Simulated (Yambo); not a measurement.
G0W0@PBEsol for Si (space group P6_3/mmc, No. 194) in Yambo. Reference settings: 6×6×2 Γ-centred k mesh, 176 bands and a 10 Ry block in the screening, 176 bands in G with the Bruneval-Gonze terminator, plasmon pole fitted at 27.2 eV. The PBEsol gap Γ → M on this mesh is 0.29 eV; G0W0 gaps are taken between the same points.

With and without the terminator, as bands are cut:

```json
[
 {"bands in G (in W)": "33 (33)", "gap, terminator (eV)": "0.907", "gap, none (eV)": "0.792", "valence shift, terminator (eV)": "-0.160", "valence shift, none (eV)": "0.181"},
 {"bands in G (in W)": "58 (58)", "gap, terminator (eV)": "0.942", "gap, none (eV)": "0.864", "valence shift, terminator (eV)": "-0.448", "valence shift, none (eV)": "-0.230"},
 {"bands in G (in W)": "92 (92)", "gap, terminator (eV)": "0.957", "gap, none (eV)": "0.900", "valence shift, terminator (eV)": "-0.584", "valence shift, none (eV)": "-0.444"},
 {"bands in G (in W)": "134 (134)", "gap, terminator (eV)": "0.973", "gap, none (eV)": "0.935", "valence shift, terminator (eV)": "-0.663", "valence shift, none (eV)": "-0.575"},
 {"bands in G (in W)": "176 (176)", "gap, terminator (eV)": "0.983", "gap, none (eV)": "0.957", "valence shift, terminator (eV)": "-0.704", "valence shift, none (eV)": "-0.646"}
]
```

Over this range the gap spans 0.076 eV with the terminator and 0.165 eV without, the valence shift 0.544 eV and 0.827 eV. Neither column has reached its limit for certain.

Geometry relaxed with PBEsol; primitive cell a = 3.8259 Å, b = 3.8259 Å, c = 6.3152 Å, α = 90.00°, β = 90.00°, γ = 120.00°.

This is not the ordinary phase of the substance; no match was found in the copy of COD used, and its stability was not checked.

A shift is the quasiparticle energy of the state minus its PBEsol energy.
